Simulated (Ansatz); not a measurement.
Relaxed-ion elastic tensor of GaAs in space group P4/mmm (No. 123; Ga on 1b, As on 1a) in GPa (Voigt order), DFT-LDA in the program Ansatz with PAW potentials; density 6.42 g/cm³, 18.70 Å³ per atom.

```csv
,1,2,3,4,5,6
1,187,32.1,24.1,0.0,0.0,0.0
2,32.1,187,24.1,0.0,0.0,0.0
3,24.1,24.1,159,0.0,0.0,0.0
4,0.0,0.0,0.0,20.1,0.0,0.0
5,0.0,0.0,0.0,0.0,20.1,0.0
6,0.0,0.0,0.0,0.0,0.0,1.5
```

Problem. Is the crystal mechanically stable?

Solution. On the edge, within the error: the smallest eigenvalue of C is 1.5 GPa.

Problem. Work out the Voigt and Reuss bounds. Is their mean of use?

Solution. K_V = 77.1, K_R = 76.4; G_V = 38.5, G_R = 6.5 GPa. The bounds lie so far apart that a Hill average or a Debye temperature from it would say little.

The workflow started from a Materials Project entry (that database holds measured and hypothetical structures alike); the Crystallography Open Database copy checked does not list it. It is not the phase usual at ambient conditions (space group No. 216). The cell was relaxed with LDA under the symmetry of its start; of distortions, only those at the zone centre were tested. As this level gives no gap, shear constants depend on the k-mesh and smearing (Fermi–Dirac, 0.1 eV here). On the denser mesh and wider smearing of the elastic run this cell carries a stress of 1.3 GPa.

Potentials: the later of the program's two PAW sets.
